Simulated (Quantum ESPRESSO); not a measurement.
Ti2NbAlO8, finding a planted mistake in a log

Computed values, not a measurement. The program is pw.x of Quantum ESPRESSO 7.5 (plane-wave density functional theory). The cell is made up: 12 atoms on a fluorite lattice, with randomly drawn elements, strain and displacements, not relaxed. PseudoDojo standard norm-conserving files (v0.5 for PBE, v0.4.1 for LDA and PBEsol) set the functional; there is no spin polarisation, spin-orbit coupling or dispersion term, and the masses in the input are unused placeholders.

Intended input:

```
&control calculation='scf', pseudo_dir='./dojo.nc.sr.pbe.v0_5.standard.upf', outdir='./o', disk_io='medium', tprnfor=.true., tstress=.true. /
&system ibrav=0, nat=12, ntyp=4, nbnd=50, ecutwfc=84.00895049, nosym=.true., tot_charge=0,
 occupations='smearing', smearing='fd', degauss=0.0018374661
/
&electrons conv_thr=7.350e-09, electron_maxstep=60, /
ATOMIC_SPECIES
Al 1.0 Al.upf
Nb 1.0 Nb.upf
O 1.0 O.upf
Ti 1.0 Ti.upf
CELL_PARAMETERS angstrom
4.9162 0.0333 -0.0016
0.0333 4.8467 0.018
-0.0016 0.018 4.7936
ATOMIC_POSITIONS angstrom
Ti -0.0954 -0.0307 -0.0605
Ti -0.0005 2.5195 2.4318
Nb 2.4328 -0.029 2.4178
Al 2.5082 2.3428 0.08
O 1.2313 1.2983 1.0939
O 1.2017 1.2387 3.6335
O 1.3231 3.6449 1.1449
O 1.2799 3.7606 3.6021
O 3.5865 1.3408 1.1982
O 3.5528 1.2279 3.5872
O 3.6776 3.6526 1.1587
O 3.6835 3.6593 3.5995
K_POINTS automatic
5 5 5 1 1 1
```

The log is shortened where brackets say so; the opening notice, blank lines, dates and the lines on written files are dropped, and the path of the files is cut. It prints rydbergs, bohrs and kilobars, and counts compression as positive stress. Where no state is partly filled, the Fermi energy that it prints is only some level between the filled and the empty states on the mesh, and need not lie in the true gap.

Log of the intended run:

```
     Program PWSCF v.7.5
     Parallel version (MPI & OpenMP), running on       1 processor cores
     Number of MPI processes:                 1
     Threads/MPI process:                     1
     [start-up lines left out]
     bravais-lattice index     =            0
     lattice parameter (alat)  =       9.2905  a.u.
     unit-cell volume          =     770.7397 (a.u.)^3
     number of atoms/cell      =           12
     number of atomic types    =            4
     number of electrons       =        88.00
     number of Kohn-Sham states=           50
     kinetic-energy cutoff     =      84.0090  Ry
     charge density cutoff     =     336.0358  Ry
     scf convergence threshold =      7.3E-09
     mixing beta               =       0.7000
     number of iterations used =            8  plain     mixing
     Exchange-correlation= PBE
                           (   1   4   3   4   0   0   0)
     [axes and pseudopotential details left out]
   Cartesian axes
     site n.     atom                  positions (alat units)
         1        Ti     tau(   1) = (  -0.0194048  -0.0062445  -0.0123060  )
         2        Ti     tau(   2) = (  -0.0001017   0.5124775   0.4946390  )
         3        Nb     tau(   3) = (   0.4948424  -0.0058987   0.4917913  )
         4        Al     tau(   4) = (   0.5101791   0.4765360   0.0162724  )
         5        O      tau(   5) = (   0.2504519   0.2640800   0.2225041  )
         6        O      tau(   6) = (   0.2444311   0.2519571   0.7390701  )
         7        O      tau(   7) = (   0.2691244   0.7413889   0.2328778  )
         8        O      tau(   8) = (   0.2603374   0.7649228   0.7326832  )
         9        O      tau(   9) = (   0.7295101   0.2727247   0.2437192  )
        10        O      tau(  10) = (   0.7226554   0.2497603   0.7296525  )
        11        O      tau(  11) = (   0.7480402   0.7429551   0.2356847  )
        12        O      tau(  12) = (   0.7492403   0.7443179   0.7321544  )
     number of k points=    63  Fermi-Dirac smearing, width (Ry)=  0.0018
                       cart. coord. in units 2pi/alat
        k(    1) = (   0.0993557   0.1003740   0.1022162), wk =   0.0320000
        k(    2) = (   0.0994276   0.0996117   0.3073389), wk =   0.0320000
     [further k points left out]
     Dense  grid:    80169 G-vectors     FFT dimensions: (  60,  54,  54)
     Estimated max dynamical RAM per process >     124.31 MB
     Initial potential from superposition of free atoms
     starting charge      87.9920, renormalised to      88.0000
     Starting wfcs are   66 randomized atomic wfcs
     total cpu time spent up to now is       23.3 secs
     per-process dynamical memory:    74.3 Mb
     Self-consistent Calculation
     iteration #  1     ecut=    84.01 Ry     beta= 0.70
     Davidson diagonalization with overlap
     ethr =  1.00E-02,  avg # of iterations =  2.0
     total cpu time spent up to now is       73.7 secs
     total energy              =    -628.90757768 Ry
     estimated scf accuracy    <       6.17187672 Ry
     iteration #  2     ecut=    84.01 Ry     beta= 0.70
     Davidson diagonalization with overlap
     ethr =  7.01E-03,  avg # of iterations =  6.3
     total cpu time spent up to now is      183.2 secs
     total energy              =    -621.13792369 Ry
     estimated scf accuracy    <      81.27841736 Ry
     [iterations 3 to 19 left out]
     iteration # 20     ecut=    84.01 Ry     beta= 0.70
     Davidson diagonalization with overlap
     ethr =  6.83E-10,  avg # of iterations =  1.0
     total cpu time spent up to now is     1474.8 secs
     total energy              =    -632.17176908 Ry
     estimated scf accuracy    <       0.00000024 Ry
     iteration # 21     ecut=    84.01 Ry     beta= 0.70
     Davidson diagonalization with overlap
     ethr =  2.70E-10,  avg # of iterations =  5.5
     total cpu time spent up to now is     1533.3 secs
     End of self-consistent calculation
     [lines on levels left out]
     the Fermi energy is    12.0569 ev
!    total energy              =    -632.17176914 Ry
     estimated scf accuracy    <          7.3E-09 Ry
     smearing contrib. (-TS)   =      -0.00000000 Ry
     internal energy E=F+TS    =    -632.17176913 Ry
     The total energy is F=E-TS. E is the sum of the following terms:
     one-electron contribution =    -149.86910516 Ry
     hartree contribution      =     128.92014906 Ry
     xc contribution           =    -130.30332542 Ry
     ewald contribution        =    -480.91948762 Ry
     convergence has been achieved in  21 iterations
     Forces acting on atoms (cartesian axes, Ry/au):
     atom    1 type  4   force =     0.03279091    0.04958858    0.02638638
     atom    2 type  4   force =     0.03696856   -0.05039460   -0.04144164
     atom    3 type  2   force =    -0.03291006    0.05594396   -0.04560760
     atom    4 type  1   force =    -0.03500923    0.00315333   -0.00326742
     atom    5 type  3   force =    -0.04153501   -0.03815572    0.06358625
     atom    6 type  3   force =    -0.04641566    0.03636779   -0.05851248
     atom    7 type  3   force =    -0.04308296    0.00572972    0.02961250
     atom    8 type  3   force =    -0.05347067   -0.04079316   -0.01546709
     atom    9 type  3   force =     0.05774340   -0.04551512    0.01650403
     atom   10 type  3   force =     0.04985754    0.00146777    0.01738531
     atom   11 type  3   force =     0.04175742    0.04206915    0.01879939
     atom   12 type  3   force =     0.03330575   -0.01946171   -0.00797762
     Total force =     0.230073     Total SCF correction =     0.000168
     Computing stress (Cartesian axis) and pressure
          total   stress  (Ry/bohr**3)                   (kbar)     P=        4.97
  -0.00038461   0.00004871   0.00005942          -56.58        7.17        8.74
   0.00004871   0.00007809  -0.00004863            7.17       11.49       -7.15
   0.00005942  -0.00004863   0.00040793            8.74       -7.15       60.01
     init_run     :     21.34s CPU     23.12s WALL (       1 calls)
     electrons    :   1479.24s CPU   1510.02s WALL (       1 calls)
     forces       :     10.42s CPU     10.59s WALL (       1 calls)
     stress       :     41.29s CPU     41.52s WALL (       1 calls)
     [timing details left out]
     PWSCF        :  25m52.84s CPU  26m27.14s WALL
     JOB DONE.
```

A second run was made from an input with one planted mistake. Its log:

```
     Program PWSCF v.7.5
     Parallel version (MPI & OpenMP), running on       4 processor cores
     Number of MPI processes:                 4
     Threads/MPI process:                     1
     [start-up lines left out]
     bravais-lattice index     =            0
     lattice parameter (alat)  =       9.2905  a.u.
     unit-cell volume          =     770.7397 (a.u.)^3
     number of atoms/cell      =           12
     number of atomic types    =            4
     number of electrons       =        87.00
     number of Kohn-Sham states=           50
     kinetic-energy cutoff     =      84.0090  Ry
     charge density cutoff     =     336.0358  Ry
     scf convergence threshold =      7.3E-09
     mixing beta               =       0.7000
     number of iterations used =            8  plain     mixing
     Exchange-correlation= PBE
                           (   1   4   3   4   0   0   0)
     [axes and pseudopotential details left out]
   Cartesian axes
     site n.     atom                  positions (alat units)
         1        Ti     tau(   1) = (  -0.0194048  -0.0062445  -0.0123060  )
         2        Ti     tau(   2) = (  -0.0001017   0.5124775   0.4946390  )
         3        Nb     tau(   3) = (   0.4948424  -0.0058987   0.4917913  )
         4        Al     tau(   4) = (   0.5101791   0.4765360   0.0162724  )
         5        O      tau(   5) = (   0.2504519   0.2640800   0.2225041  )
         6        O      tau(   6) = (   0.2444311   0.2519571   0.7390701  )
         7        O      tau(   7) = (   0.2691244   0.7413889   0.2328778  )
         8        O      tau(   8) = (   0.2603374   0.7649228   0.7326832  )
         9        O      tau(   9) = (   0.7295101   0.2727247   0.2437192  )
        10        O      tau(  10) = (   0.7226554   0.2497603   0.7296525  )
        11        O      tau(  11) = (   0.7480402   0.7429551   0.2356847  )
        12        O      tau(  12) = (   0.7492403   0.7443179   0.7321544  )
     number of k points=    63  Fermi-Dirac smearing, width (Ry)=  0.0018
                       cart. coord. in units 2pi/alat
        k(    1) = (   0.0993557   0.1003740   0.1022162), wk =   0.0320000
        k(    2) = (   0.0994276   0.0996117   0.3073389), wk =   0.0320000
     [further k points left out]
     Dense  grid:    80169 G-vectors     FFT dimensions: (  60,  54,  54)
     Estimated max dynamical RAM per process >     246.65 MB
     Estimated total dynamical RAM >     927.88 MB
     Initial potential from superposition of free atoms
     starting charge      87.9920, renormalised to      87.0000
     Starting wfcs are   66 randomized atomic wfcs
     total cpu time spent up to now is        4.0 secs
     per-process dynamical memory:   198.7 Mb
     Self-consistent Calculation
     iteration #  1     ecut=    84.01 Ry     beta= 0.70
     Davidson diagonalization with overlap
     ethr =  1.00E-02,  avg # of iterations =  2.0
     total cpu time spent up to now is       10.4 secs
     total energy              =    -629.98156976 Ry
     estimated scf accuracy    <       5.71882674 Ry
     iteration #  2     ecut=    84.01 Ry     beta= 0.70
     Davidson diagonalization with overlap
     ethr =  6.57E-03,  avg # of iterations =  6.2
     total cpu time spent up to now is       22.6 secs
     total energy              =    -622.52262018 Ry
     estimated scf accuracy    <      75.48481849 Ry
     [iterations 3 to 23 left out]
     iteration # 24     ecut=    84.01 Ry     beta= 0.70
     Davidson diagonalization with overlap
     ethr =  2.13E-11,  avg # of iterations =  1.1
     total cpu time spent up to now is      200.1 secs
     total energy              =    -632.99945371 Ry
     estimated scf accuracy    <          8.3E-09 Ry
     iteration # 25     ecut=    84.01 Ry     beta= 0.70
     Davidson diagonalization with overlap
     ethr =  9.58E-12,  avg # of iterations =  3.5
     total cpu time spent up to now is      207.2 secs
     End of self-consistent calculation
     [lines on levels left out]
     the Fermi energy is    10.9856 ev
!    total energy              =    -632.99945371 Ry
     estimated scf accuracy    <          2.1E-09 Ry
     smearing contrib. (-TS)   =      -0.00065066 Ry
     internal energy E=F+TS    =    -632.99880304 Ry
     The total energy is F=E-TS. E is the sum of the following terms:
     one-electron contribution =    -150.75206533 Ry
     hartree contribution      =     127.81574962 Ry
     xc contribution           =    -129.14299972 Ry
     ewald contribution        =    -480.91948762 Ry
     convergence has been achieved in  25 iterations
     Forces acting on atoms (cartesian axes, Ry/au):
     atom    1 type  4   force =     0.01402891    0.02547274    0.01276232
     atom    2 type  4   force =     0.01242760   -0.02338060   -0.02804966
     atom    3 type  2   force =    -0.00494423    0.03032852   -0.03260330
     atom    4 type  1   force =    -0.02183318    0.02108742   -0.01607555
     atom    5 type  3   force =    -0.03875797   -0.03161975    0.05242534
     atom    6 type  3   force =    -0.04146564    0.03310703   -0.04497074
     atom    7 type  3   force =    -0.04523316    0.00490443    0.02477217
     atom    8 type  3   force =    -0.05392272   -0.04132614   -0.01201156
     atom    9 type  3   force =     0.05695081   -0.04639484    0.01700157
     atom   10 type  3   force =     0.05002730    0.00627337    0.01490072
     atom   11 type  3   force =     0.03894830    0.03616264    0.02079271
     atom   12 type  3   force =     0.03377398   -0.01461483   -0.00894402
     Total force =     0.190671     Total SCF correction =     0.000069
     Computing stress (Cartesian axis) and pressure
          total   stress  (Ry/bohr**3)                   (kbar)     P=     -230.66
  -0.00180128   0.00003496   0.00005526         -264.98        5.14        8.13
   0.00003496  -0.00153195  -0.00004996            5.14     -225.36       -7.35
   0.00005526  -0.00004996  -0.00137084            8.13       -7.35     -201.66
     init_run     :      3.80s CPU      3.95s WALL (       1 calls)
     electrons    :    202.64s CPU    203.21s WALL (       1 calls)
     forces       :      1.50s CPU      1.51s WALL (       1 calls)
     stress       :      5.24s CPU      5.25s WALL (       1 calls)
     [timing details left out]
     PWSCF        :   3m33.31s CPU   3m34.08s WALL
     JOB DONE.
```

Question: what was wrong in the second input?

Answer: the cell has the wrong charge. The input lines that differ, file-writing options aside:

```
- &system ibrav=0, nat=12, ntyp=4, nbnd=50, ecutwfc=84.00895049, nosym=.true., tot_charge=0,
+ &system ibrav=0, nat=12, ntyp=4, nbnd=50, ecutwfc=84.00895049, nosym=.true., tot_charge=1,
```

|  | intended run | run with the mistake |
| --- | --- | --- |
| free energy (eV) | -8601.135 | -8612.396 |
| smearing term -TS (eV) | 0.0000 | -0.0089 |
| pressure (GPa) | 0.50 | -23.07 |
| largest force component (eV/Å) | 1.635 | 1.464 |
| largest change of a force component (eV/Å) |  | 0.719 |
| iterations | 21 | 25 |

For scale, a rerun of the intended cell at a cutoff of 1467 eV and k mesh 7 x 7 x 7 moved values by no more than 0.003 eV in energy, 0.06 GPa in stress and 0.003 eV/Å in force. The charged cell sits in a uniform background, so its energy and stress rest on the program's zero of potential.